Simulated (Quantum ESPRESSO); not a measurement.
Different elements on one site among Ag In Rh Ta

Calculated results; nothing here was measured. They come from Quantum ESPRESSO 7.5, a public plane-wave density functional program. Each row is one single-point run on a made-up periodic cell of eight metal atoms, with elements, volume, strain and displacements drawn at random and not relaxed, so a cell may be unstable or far from any real phase. There is no spin polarisation or spin-orbit coupling.

Settings: PBE unless stated; PseudoDojo standard norm-conserving files; Fermi-Dirac width 0.25 eV, which means electrons at about 2900 K; cutoff 1197 eV; 6 x 4 x 4 k mesh shifted half a step off Gamma. E is the free energy of the whole cell (internal energy minus TS), so a -TS column is already part of it. Stress is positive in tension, and the pressure P is minus a third of its trace.

Checks: one run of this series was repeated at a higher cutoff and on a denser mesh, which moved values by no more than 0.002 eV, 0.03 GPa and 0.004 eV/Å, and a second program with other atomic files agreed on it to 2 % rms in force and 0.5 GPa in pressure. Known limits: heavy elements are run without spin-orbit coupling, which real alloys of them have; a spin test at this wide smearing found no moment, but such smearing suppresses magnetism that the real alloy may have.

The lattice is face-centred cubic, and the cell vectors in Å are (-4.214, -0.037, -0.007); (-0.030, -4.246, 4.343); (0.059, 6.228, 2.030), a volume of 150.29 Å³. The elements on sites 1 to 8 are X Ta In In Ag In Rh Ta. The runs change X and keep the cell and the displaced positions. The column v is a rough volume for each atom of the pure element, close to PBE values, from general knowledge and not from these runs. Energies are left out, as each element's file has its own zero.

```
run   X  v (Å³)  -TS (eV)  force on X (eV/Å)  rms force (eV/Å)  P (GPa)
  1  Ti    17.3    -1.429              0.848             0.803     1.90
  2  Ta    18.3    -1.294              1.290             0.813     2.85
  3  Ru    13.8    -1.420              1.867             0.984    -2.33
  4  Pt    15.6         ?                  ?                 ?        ?
  5  Ir    14.5    -1.288              1.832             0.985    -2.38
```

## Worked fit

A straight line through the runs shown gives P = -20.1 + 1.260 v GPa with v in Å³, an error of 0.133 on the slope and a scatter of 0.50 GPa. At this fixed volume the pressure tends to rise with the size of X.

## Withheld run

Question: what pressure should run 4, with Pt, give?

The fit gives -0.44 ± 0.56 GPa. The calculation gave -0.84 GPa.
